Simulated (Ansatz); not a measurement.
Given:

Nb3Au:
```cif
data_Au2Nb6
_chemical_formula_sum 'Nb6 Au2'
_space_group_name_H-M_alt 'Cmmm'
_space_group_IT_number 65
_space_group_name_Hall '-C 2 2'
_cell_length_a 3.41073
_cell_length_b 4.31453
_cell_length_c 9.17810
_cell_angle_alpha 90.000
_cell_angle_beta 90.000
_cell_angle_gamma 90.000
loop_
_atom_site_label
_atom_site_type_symbol
_atom_site_symmetry_multiplicity
_atom_site_Wyckoff_symbol
_atom_site_fract_x
_atom_site_fract_y
_atom_site_fract_z
_atom_site_occupancy
Nb1 Nb 4 l 0.00000 0.50000 0.24809 1
Nb2 Nb 2 d 0.50000 0.50000 0.50000 1
Au1 Au 2 a 0.00000 0.00000 0.00000 1
```
(The calculation used a cell of 4 atoms; values per cell refer to that cell.)

This is the LDA-relaxed structure.

Problem. All from DFT-LDA in the program Ansatz with PAW potentials, unless another level is named. Estimate the highest zone-centre frequency.

Solution. 224 cm^-1.

Problem. Next, the bulk modulus (Birch–Murnaghan fit)?

Solution. 201 GPa.

The workflow started from a Materials Project entry (that database holds measured and hypothetical structures alike); the Crystallography Open Database copy checked does not list it. COD files the formula under space group No. 223. With Nb and Au taken as one species the cell has the higher symmetry I4/mmm, so it may be an ordered model of a mixed-site phase. Whether it is the stable phase at ambient conditions was not checked. The LDA relaxation kept the symmetry of its start; its stability against distortions is not shown here. No spin polarisation was allowed. As this level gives no gap, phonon frequencies hold no LO–TO term and depend on the k-mesh and smearing (Fermi–Dirac, 0.1 eV here). Spin–orbit coupling is left out wherever it is not named.

Potentials: the later of the program's two PAW sets.
